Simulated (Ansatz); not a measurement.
# Cold compression of In (sc type)

```
CELL_PARAMETERS angstrom
3.01222 0.00000 0.00000
0.00000 3.01222 0.00000
0.00000 0.00000 3.01222
ATOMIC_POSITIONS crystal
In 0.00000 0.00000 0.00000
```

The cell comes from a relaxation on PAW files under the same functional, begun from a prototype that needn't be the stable phase.

Its volume is scaled at fixed shape and fractional positions.

Computed with Ansatz 0.2.0; functional PBEsol, scalar-relativistic. Settings: a Γ-centred 14×14×14 k mesh, Fermi–Dirac smearing of 0.05 eV, no spin polarisation. Methods: LAPW: all electrons, basis error target 1 meV/atom; PAW: frozen-core files, cutoff 420 eV; crystal datasets: all electrons, by PAW datasets that the program makes for each cell; norm-conserving: pseudopotentials, cutoff 952 eV; PAW (cutoff 300 eV): frozen-core files, cutoff 300 eV.

Energies are extrapolated to zero smearing and count from the unscaled cell; pressure is positive in compression; gaps take the mesh and a band path. No temperature or zero-point motion is included.

The PAW files were made under PBE. The structure type is held throughout; the real material can change phase at far lower pressure.

```tsv
V/V0	V (Å³/atom)	P LAPW (GPa)	ΔE LAPW (eV/atom)	P PAW − LAPW (GPa)	ΔE PAW − LAPW (meV/atom)
1.00	27.33	0.02	0.000	-0.01	0.0
0.95	25.96	2.39	0.010	-0.02	-0.1
0.85	23.23	9.94	0.108	-0.01	-0.3
0.75	20.50	?	?	?	?
0.65	17.77	53.0	1.017	-0.03	-0.9
0.55	15.03	113.4	2.371	-0.11	-1.9
0.45	12.30	252.0	5.316	-0.35	-5.1
0.40	10.93	388.3	7.998	-0.93	-10.1
```

Task: Fit the Vinet equation to the LAPW pressures shown (residuals weighted by 1/(|P| + 0.03·Pmax)), and predict the pressure of the withheld row.

Result: The fit gives V0 = 27.44 Å³/atom, B0 = 35.6 GPa and B0′ = 6.05. At 20.50 Å³/atom, x = (V/V0)^(1/3) = 0.9074, and P = 3·B0·(1 − x)/x²·exp[1.5·(B0′ − 1)·(1 − x)] = 24.2 GPa. The run itself gave 24.4 GPa (-0.8 % off) and ΔE = 0.387 eV/atom.

Task: From the table, what is the rise of the enthalpy H = E + pV up to the last row, and how stiff is the crystal between the last two rows?

Result: ΔH = 7.998 eV + (388.3 GPa × 10.93 Å³ − 0.02 GPa × 27.33 Å³) × 0.006242 eV/(GPa·Å³) = 34.49 eV/atom, of which pV makes 77 %. The mean bulk modulus there is −ΔP/Δln V = 1160 GPa.

Task: At the smallest volume, how far do crystal datasets and norm-conserving and PAW (cutoff 300 eV) lie from LAPW in pressure?

Result: crystal datasets: 0.00 GPa; norm-conserving: +0.98 GPa; PAW (cutoff 300 eV): +0.48 GPa, on a LAPW pressure of 388.3 GPa.

Task: How do the Löwdin populations by LAPW change from the unscaled cell to the last row?

Result: In 4s 1.98 → 1.91, In 5s 1.22 → 0.86, In 4p 5.99 → 5.95, In 5p 1.82 → 2.35, In 4d 9.98 → 9.91 electrons an atom. These are projections on the shells that the free atoms fill; 0.01 e a cell lies outside them at the start and 0.03 e at the end.
